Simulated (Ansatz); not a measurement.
Here is the system:

B$_{4}$C:
```xyz
15
Lattice="4.3765 2.7972 0.0000 -4.3765 2.7972 0.0000 -2.4309 0.0000 4.4208" Properties=species:S:1:pos:R:3 pbc="T T T"
B     -2.1071     2.7972     3.7023
B      0.2505     1.8968     2.1428
B      0.2505     3.6975     2.1428
B     -2.7021     3.7060     2.2308
B     -2.7021     1.8884     2.2308
B     -2.1321     2.7972     0.7983
B     -0.3104     2.7972     3.5890
B     -1.1855     1.3745     3.0715
B     -1.1855     4.2198     3.0715
B     -1.2586     4.2335     1.3227
B     -1.2586     1.3609     1.3227
B     -6.7763     2.7972     4.3724
C     -0.3989     2.7972     0.7737
C     -5.4323     2.7972     3.8973
C      3.0688     2.7972     0.4596
```

This is the r²SCAN-relaxed structure. x, y and z are the axes in which the lattice vectors are written.

**Question.** All from r²SCAN (plane waves, PAW; program Ansatz), unless another level is named. Predict the Young's modulus.

**Answer.** 494 GPa.

**Question.** Predict the piezoelectric stress constants (proper, relaxed ions, C/m²).

**Answer.** e11 = e15 = 0.06, e12 = -0.05, e24 = 0.23, e26 = -0.20, e32 = 0.13, e33 = 0.05, e35 = -0.10.

**Question.** What about the highest zone-centre frequency (without LO–TO term)?

**Answer.** 1620 cm^-1.

Space group Cm. The first step of the workflow began from a Materials Project structure, measured or hypothetical; the Crystallography Open Database copy checked does not list it. Its standing as an ambient phase is unchecked. The r²SCAN relaxation kept the symmetry of its start; of distortions, only those at the zone centre were tested.

Potentials: the later of the program's two PAW sets.
